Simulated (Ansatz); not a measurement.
According to PBEsol (plane waves, PAW; program Ansatz), B in the orthorhombic phase (Cmce; B on 8f) relaxes to a = 2.926 Å, b = 5.307 Å, c = 3.248 Å.

Electronic character: metallic (no gap).

The bulk modulus is 2700 kbar. The elastic constants imply a Debye temperature near 1790 K. The highest mode at Γ lies at 952 cm⁻¹.

The start of the workflow was typed in or built on a structure type; neither database checked (COD, Materials Project) lists it. It is not the phase usual at ambient conditions (space group No. 166). Symmetry was held in the PBEsol relaxation; of distortions, only those at the zone centre were tested. As this level gives no gap, shear constants depend on the k-mesh and smearing (Fermi–Dirac, 0.1 eV here). As this level gives no gap, phonon frequencies hold no LO–TO term and depend on the k-mesh and smearing (Fermi–Dirac, 0.1 eV here).

Potentials: the later of the program's two PAW sets.
